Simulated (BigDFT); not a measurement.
Consider a self-consistent single point of Pt2, dimer (Pt2) of charge +1.

```xyz
2

Pt    -1.3192     0.0000     0.0000
Pt     1.3192     0.0000     0.0000
```
Charge +1, spin multiplicity 2.

All values come from this method and carry its errors: PBE, Daubechies wavelet basis, HGH (Krack) norm-conserving potentials made for PBE, isolated boundary conditions (BigDFT).

BigDFT settings:

| key | value |
|---|---|
| basis | Daubechies wavelets |
| dft.hgrids | 0.45 bohr |
| dft.rmult | 8 8 |
| dft.ixc | 11 |
| dft.qcharge | 1 e |
| dft.nspin | 2 |
| dft.mpol | 1 |
| potentials | built-in HGH-K PBE |
| boundary_conditions | free |
| dft.gnrm_cv | 1e-04 |
| dft.itermax | 80 |
| dft.idsx | 6 |
| dft.nrepmax | 3 |

Results:

* **Number of valence electrons**: 19
* **Number of orbitals**: 10
* **Size of the basis**: 191830
* **Number of SCF iterations**: 22
* **Grid steps along x, y, z**: 73 × 62 × 62
* **Total energy**: -1411.9895 eV
* **Largest force (vector length)**: 3.240 eV/Å
* **Total moment**: 1.00 μB
* **Highest occupied level**: -12.43 eV

Forces (eV/Å):
| atom | Fx | Fy | Fz |
|---|---|---|---|
| Pt1 | 3.240 | 0.000 | 0.000 |
| Pt2 | -3.240 | 0.000 | 0.000 |

The grid can part forces that symmetry would make equal. Forces above 1 eV/Å remain at this geometry. The shape was built by hand and not relaxed. No other spin state was tried in this run.

These are the values that this program gave, and no reference: fixed occupations of an open d shell can end in a higher state.

Cost on one core: about 100 core-seconds (a rough figure).

A caveat on these runs: the built-in potentials of some of these elements keep semicore shells in the core, which can shift energies, forces and lattice constants.
